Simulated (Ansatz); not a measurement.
NaNbCu2Se4: reading a single point

```
CELL_PARAMETERS angstrom
-7.63890 0.00000 0.00000
0.00000 0.00000 5.69565
0.00000 9.44445 2.84783
ATOMIC_POSITIONS crystal
Nb 0.75000 0.86380 0.77560
Nb 0.25000 0.63940 0.22440
Cu 0.75000 0.35780 0.78840
Cu 0.25000 0.14620 0.21160
Cu 0.50000 0.72800 0.00000
Cu 0.00000 0.72800 0.00000
Se 0.75000 0.99360 0.98600
Se 0.25000 0.97960 0.01400
Se 0.49950 0.61600 0.78420
Se 0.50050 0.40020 0.21580
Se 0.00050 0.61600 0.78420
Se 0.99950 0.40020 0.21580
Se 0.75000 0.21500 0.58020
Se 0.25000 0.79520 0.41980
Na 0.75000 0.82590 0.36140
Na 0.25000 0.18730 0.63860
```

Level: PBE, no spin polarisation; 420 eV; 4×5×5 Γ-centred mesh; fermi-dirac occupations (width 0.1 eV); Ansatz 0.2.0, fixed geometry.

- Band edges: Within 0.7 eV of the edges, the states project mainly on Se p (59 %) and Cu d (35 %) below the gap and on Nb d (49 %) and Se p (28 %) above it.
- Stress: The pressure is 4.1 GPa (compression positive), so with the atoms held at these fractions the cell would first expand; the forces are large, so a full relaxation may end otherwise.
- Electronic structure: The gap on the k mesh is 1.35 eV; the mesh may miss the band edges, so the true gap of this level can be smaller.
- Charges: Bader charges in e: Na +0.91, Nb +1.47, Cu +0.30, Se -0.88 to -0.65. In the mean Nb gives up most and Se takes most.

Origin: a known structure type with other elements, at an estimated volume, so it need not be a known compound. Caveats: an odd or shifted mesh can miss the band edges, so this level's true gap may be smaller; atoms or cell far from equilibrium.
